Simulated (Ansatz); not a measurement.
Total density of states per atom from the program Ansatz at the r²SCAN level (PAW), in 0.25 eV bins, energy from the Fermi level:

```
E (eV) | states/eV/atom
    -7.80 |  0.00
    -7.55 | ####################### 1.22
    -7.30 | ######## 0.42
    -7.05 | ############################## 1.56
    -6.80 | ###################### 1.13
    -6.55 | ######### 0.47
    -6.30 |  0.00
    -6.05 |  0.00
    -5.80 |  0.00
    -5.55 |  0.00
    -5.30 |  0.00
    -5.05 |  0.02
    -4.80 | # 0.04
    -4.55 | # 0.06
    -4.30 | ## 0.08
    -4.05 | ## 0.10
    -3.80 | ## 0.13
    -3.55 | ### 0.16
    -3.30 | #### 0.20
    -3.05 | ##### 0.28
    -2.80 | ######### 0.45
    -2.55 | ############## 0.72
    -2.30 | ################ 0.82
    -2.05 | ################### 0.99
    -1.80 | ##################### 1.12
    -1.55 | ##################### 1.08
    -1.30 | ################### 0.98
    -1.05 | ##################### 1.07
    -0.80 | ####################### 1.20
    -0.55 | ################# 0.86
    -0.30 | ############ 0.63
    -0.05 | ###### 0.29
     0.20 | ############## 0.71
     0.45 | ###################### 1.17
     0.70 | ################## 0.92
     0.95 | #################### 1.05
     1.20 | #################### 1.04
     1.45 | ############# 0.66
     1.70 | ############# 0.67
     1.95 | ################ 0.82
     2.20 | ##################### 1.08
     2.45 | ################### 0.99
     2.70 | ################# 0.86
     2.95 | ############## 0.74
     3.20 | ################ 0.85
     3.45 | #################### 1.04
     3.70 | ####################### 1.22
```

Problem. Pick the material that matches.
A) Zr4O, R-3 (Zr on 18f, Zr on 18f, O on 3b, O on 6c)
B) ZrGeSe, P4/nmm (Zr on 2c, Ge on 2a, Se on 2c)
C) Ta2O5, Pmmn (Ta on 4e, O on 4e, O on 4e, O on 2a)
D) KTaO3, cubic perovskite

Solution. A, Zr4O, R-3 (Zr on 18f, Zr on 18f, O on 3b, O on 6c). Within 0.5 eV of the Fermi level: Zr 4d 90 %. Projections are on Löwdin-orthogonalised atomic valence shells; empty p or d shells of many metals are not among them.

The workflow started from a Materials Project entry (that database holds measured and hypothetical structures alike); the Crystallography Open Database copy checked does not list it. Whether it is the stable phase at ambient conditions was not checked. The cell was relaxed with r²SCAN under the symmetry of its start; its stability against distortions is not shown here. The run is not spin-polarised. Scalar-relativistic: spin–orbit coupling is off unless named, which matters more the heavier the elements.

Potentials: the later of the program's two PAW sets.
